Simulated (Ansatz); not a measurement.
A frame of Si9N8O6 from dynamics at 2740 K, with the forces (eV/Å) computed on a k mesh in the last three columns. Level of theory: Ansatz 0.2.0, DFT PBE, scalar-relativistic, plane waves, PAW.

Settings: cutoff 420 eV, Γ-centred mesh 3×3×3 on the computed 23-atom cell, Fermi–Dirac smearing of 0.24 eV; no spin polarisation.

```xyz
23
Lattice="6.949 -0.148 -0.051 -0.148 6.749 -0.162 -0.051 -0.162 6.612" Properties=species:S:1:pos:R:3:forces:R:3 pbc="T T T"
Si    5.808    2.297    4.469    1.360   -1.610   -0.020
Si    1.794    2.669    3.621   -2.660   -2.810    1.990
Si    0.615    0.072    3.640   -5.770   -1.920    0.350
Si    4.232    3.662    6.171    2.430    1.400    0.370
Si    2.540    2.196    0.492   -2.300    0.120   -0.570
Si    3.499    4.566    3.481    4.910   -2.560    3.340
Si    3.358    0.477    2.606    1.960    3.210    2.280
Si    6.393    4.154    2.371   -0.970   -0.680   -0.470
Si    5.343    6.226    1.363    1.670   -0.140   -0.980
N     0.899    5.226    5.141    0.590    0.510   -2.690
N     3.584    2.160    5.889    1.490    0.340    0.710
N     5.214    4.476    1.075   -2.000   -1.270   -3.100
N     0.206    2.871    3.063   -1.970    1.580    0.210
N     1.752    1.001    4.113    4.870    3.580   -0.340
N     3.242    2.897    2.951    1.540    2.160   -1.450
N     0.165    5.810    2.129   -0.280    2.460    1.380
N     0.478    5.281    6.149   -0.780    0.150    1.910
O     1.299    3.140    0.154    0.100   -1.080    1.330
O     2.736    5.825    2.955   -0.970   -3.260   -0.180
O     2.608    0.720    1.242   -1.730    1.100   -2.220
O     3.805    4.950    5.219   -1.510   -1.370    0.280
O     6.091    0.596    4.461    1.330    0.440   -1.230
O     5.296    4.573    3.556   -1.300   -0.340   -0.910
```

Static pressure 5.0 GPa (no kinetic part), a gap on the mesh of 0.33 eV.

Counting as bonded all pairs within 1.2 times the summed covalent radii:

| atom → neighbour | mean count | mean length (Å) | spread (Å) |
| --- | --- | --- | --- |
| N → N | 0.25 | 1.09 | 0.00 |
| N → Si | 1.88 | 1.75 | 0.13 |
| O → Si | 1.83 | 1.68 | 0.10 |
| Si → N | 1.67 | 1.75 | 0.13 |
| Si → O | 1.22 | 1.68 | 0.10 |
| Si → Si | 0.89 | 2.56 | 0.02 |

Angles between all pairs of such bonds at an atom (mean ± spread): 111 ± 17° at N, 124 ± 6° at O, 102 ± 31° at Si.

An odd mesh misses points on the zone edge, so a gap read on it can be too wide.

Cost: 1 run of about 1 core-minutes, on Arm Neoverse V2 (shared hosts).